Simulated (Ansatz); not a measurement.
Harmonic vibrational thermodynamics of W2C in space group P-3m1 (No. 164; C on 1a, W on 2d) at fixed volume, the program Ansatz at the PBE level (PAW). The rows extrapolate the 0 K crystal and know nothing of melting or changes of phase.

```
T (K)  F_vib (meV/atom)  S (J/K per mol of atoms)  C_V (J/K per mol of atoms)
-----  ----------------  ------------------------  --------------------------
50                 55.6                       2.2                         5.8
100                52.8                       [?]                         [?]
200                38.3                       [?]                         [?]
300                 [?]                      26.4                         [?]
400               -16.0                      32.5                        21.8
600               -93.3                      41.6                        23.4
800              -187.0                      48.5                        24.0
1000             -293.2                      53.9                        24.3
```

Task: What belongs in the gaps?

Result: 
- 300, C_V (J/K per mol of atoms): 20.1
- 300, F_vib (meV/atom): 14.6
- 100, C_V (J/K per mol of atoms): 12.3
- 100, S (J/K per mol of atoms): 8.6
- 200, S (J/K per mol of atoms): 18.8
- 200, C_V (J/K per mol of atoms): 17.2

The PBE relaxation kept the symmetry of its start. No spin polarisation was allowed. Spin–orbit coupling is left out wherever it is not named.

Potentials: the later of the program's two PAW sets.
